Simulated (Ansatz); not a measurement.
**Scan of one atom of the cell for BaTiO3 (cubic perovskite)**

BaTiO$_{3}$ (cubic perovskite)

```yaml
crystal:
  lattice:
    - [3.99403, 0.00000, 0.00000]
    - [0.00000, 3.99403, 0.00000]
    - [0.00000, 0.00000, 3.99403]
  atoms:
    - { symbol: Ba, position: [0.00000, 0.00000, 0.00000] }
    - { symbol: Ti, position: [0.50000, 0.50000, 0.50000] }
    - { symbol: O, position: [0.00000, 0.50000, 0.50000] }
    - { symbol: O, position: [0.50000, 0.50000, 0.00000] }
    - { symbol: O, position: [0.50000, 0.00000, 0.50000] }
```

In each cell atom 5 (O, nearest neighbour Ti at 1.997 Å; its periodic images, 4.0 Å or more away, move with it) moves by s·(0.000, -1.000, 0.000) (towards the nearest neighbour), the rest being held.

Calculation: r2SCAN (plane waves to 500 eV, PAW, scalar-relativistic; Ansatz, a quantum-chemistry and plane-wave program). k mesh 7×7×7 (Γ-centred), Fermi-Dirac smearing 0.05 eV. The energy includes the smearing's −TS. Compression counts positive. F∥ is the force on the atom along that direction. BaTiO3 is run without spin polarisation. BaTiO3 was relaxed with its symmetry unable to fall. This is a high-temperature form of BaTiO3. The zero of ΔE is the undisplaced structure.

```
s (Å)   ΔE (meV/cell)  F∥ (eV/Å)  P (GPa)
------  -------------  ---------  -------
-0.200          134.8      1.697     3.16
-0.160           78.2      1.158     2.00
-0.120           40.4      0.751     1.12
-0.080           16.8      0.443     0.49
-0.040            4.0      0.204     0.12
0.000             0.0      0.000     0.00
0.040             4.0     -0.204     0.12
0.080            16.8     -0.443     0.49
0.120            40.4     -0.751     1.12
0.160            78.2     -1.158     2.00
0.200           134.8     -1.697     3.16
```

Key numbers:

The energy at s = 0.200 Å is 134.8 meV/cell and the force along the line at s = -0.200 Å is 1.70 eV/Å. The force constant k = d²E/ds² at s = 0 (finite differences) comes out as 4.96 eV/Å². Symmetry of the curve: even: the same for both signs. Shape of the curve: a single well with its minimum at or next to zero displacement. Harmonic estimate at the end of the scan: ½ks² = 99.3 meV/cell against the computed 134.8 meV/cell, so the well is stiffer than harmonic there.

(A displaced cell: forces are minus the slopes of the energy, force constants its curvatures, and phonons follow from these.)
